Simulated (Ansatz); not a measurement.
**Cs3Tl2Cl9: gradients before and after relaxing the atoms**

Start: a structure deposited in the COD, taken as it stands.

Space group R-3c:H (No. 167); a = 12.7957, c = 18.2975 Å, γ = 120.00°.

```csv
site,Wyckoff,site symmetry,x,y,z
Cs,18e,.2,0.0003,0.6667,0.4167
Tl,12c,3.,0.0000,0.0000,0.8480
Cl11,18e,.2,0.1530,0.0000,0.7500
Cl17,36f,1,0.5003,0.8407,0.5857
```

One atom of each set is listed; the run and its k-mesh use a cell of 28 atoms with edges of 9.58, 9.58, 9.58 Å.

Computed with Ansatz: DFT, PBE, plane waves and PAW, scalar-relativistic, 420 eV cutoff, Γ-centred 3×3×3 k-points, Fermi–Dirac smearing 0.02 eV.

The largest force at the start is 1.1 eV/Å. Relaxing the ions at fixed cell moves them by 0.140 Å at most (atom 28, Cl) and 0.105 Å rms.

| site | moved (Å) | first shell before | first shell after | V_zz before (10²¹ V/m²) | η before |
| --- | --- | --- | --- | --- | --- |
| Cs | 0.058 | 12 Cl at 3.62–3.83 Å | 12 Cl at 3.62–3.77 Å | -2.53 | 0.75 |
| Tl | 0.082 | 6 Cl at 2.54–2.65 Å | 6 Cl at 2.52–2.76 Å | 3.20 | 0.00 |
| Cl11 | 0.064 | 2 Tl at 2.65 Å, angle 85° | 2 Tl at 2.76 Å, angle 86° | -10.44 | 0.29 |
| Cl17 | 0.140 | 1 Tl at 2.54 Å | 1 Tl at 2.52 Å | 17.75 | 0.12 |

**Question.** What are V_zz and η after the relaxation?

**Answer.** 

```csv
site,V_zz after,η after,change of V_zz
Cs,1.13,0.34,–
Tl,11.29,0.00,+8.09
Cl11,-10.18,0.17,+0.26
Cl17,18.48,0.08,+0.73
```

The largest change of V_zz along a kept axis is on Tl, from 3.20 to 11.29. On Cs the largest principal value lies along another axis in the second run, so the two V_zz can't be compared directly.

Spin–orbit coupling is left out, which shifts gradients on Tl by a few per cent, and by more where contributions nearly cancel.
